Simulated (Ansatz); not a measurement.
# TiC: from a starting cell to a relaxed one

The start is a relaxed TiC cell with every coordinate shifted by Gaussian noise of σ = 0.3 Å. The cell and all atomic positions are relaxed at zero pressure with r2SCAN (plane waves to 500 eV, PAW, scalar-relativistic; Ansatz, an electronic-structure program). The first steps use a coarse 9×9×9 k-mesh.

The start:
```
TiC
1.0
    0.00000     2.16390     2.16390
    2.16390     0.00000     2.16390
    2.16390     2.16390     0.00000
C Ti
1 1
Direct
  0.89586   0.84200   0.10983
  0.42082   0.67666   0.49045
```

* **Relative to the parent**: It returns to the parent structure, Fm-3m (No. 225)
* **Band gap at the end**: no gap (metallic)
* **Optimiser moves**: 8

Final values are on a 18×18×18 k-mesh of the relaxed cell. The start holds a very short contact (C–Ti 1.48 Å). No spin polarisation in the result.
